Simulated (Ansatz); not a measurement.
TaN (rock salt)

```yaml
crystal:
  lattice:
    - [0.00000, 2.18780, 2.18780]
    - [2.18780, 0.00000, 2.18780]
    - [2.18780, 2.18780, 0.00000]
  atoms:
    - { symbol: N, position: [0.00000, 0.00000, 0.00000] }
    - { symbol: Ta, position: [0.50000, 0.50000, 0.50000] }
```

The slice is a {100} plane (indices of the conventional cell) through the point (0.500, 0.500, 0.500) (fractional), spanned by u = [100] and v = [0 1 -1] in vectors of this cell: u (3.09 Å) and v (3.09 Å, at 90° to u). It covers one period; positions are fractions (u, v).

Method: PBEsol (plane waves to 420 eV, PAW, scalar-relativistic; Ansatz, a first-principles code). k mesh 18×18×18. These are valence fields of a PAW run, semicore shells included where kept as valence: close to a nucleus they are smooth pseudo fields. Spin-orbit coupling is left out, though Ta is heavy. TaN is run without spin polarisation. TaN was relaxed with its symmetry unable to fall. This is a high-temperature form of TaN.

Q: What is the valence density on the shortest N–Ta line in this plane (2.19 Å), at its minimum between the atoms?

A: 0.56 e/Å³.

Q: What is the ELF at the density minimum of the shortest N–Ta line in this plane (2.19 Å)?

A: 0.2.

Q: Predict the map of the electron localisation function (ELF) on the slice.

A: 
```
v \ u  0.00  0.09  0.19  0.28  0.38  0.47  0.56  0.66  0.75  0.84  0.94
-----  ----  ----  ----  ----  ----  ----  ----  ----  ----  ----  ----
0.94      x     x  0.72  0.40  0.15  0.23  0.20  0.17  0.57  0.70     x
0.84   0.69  0.70  0.54  0.17  0.23  0.44  0.39  0.17  0.26  0.64  0.70
0.75   0.64  0.49  0.18  0.23  0.64  0.76  0.74  0.51  0.16  0.26  0.57
0.66   0.19  0.15  0.23  0.66  0.80  0.74  0.76  0.80  0.51  0.17  0.17
0.56   0.19  0.23  0.52  0.79  0.68     x     x  0.76  0.74  0.39  0.20
0.47   0.21  0.27  0.56  0.80     x     x     x  0.74  0.76  0.44  0.23
0.38   0.15  0.15  0.34  0.74  0.78     x  0.68  0.80  0.64  0.23  0.15
0.28   0.48  0.32  0.15  0.37  0.74  0.80  0.79  0.67  0.23  0.17  0.40
0.19   0.74  0.70  0.41  0.15  0.34  0.56  0.52  0.23  0.18  0.54  0.72
0.09      x  0.57  0.70  0.32  0.15  0.27  0.23  0.15  0.49  0.70     x
0.00      x     x  0.74  0.47  0.15  0.21  0.19  0.19  0.64  0.69     x
```

Values: electron localisation function (ELF). Points within 0.4 Å of a nucleus are blanked (x), as the pseudised field means little there.
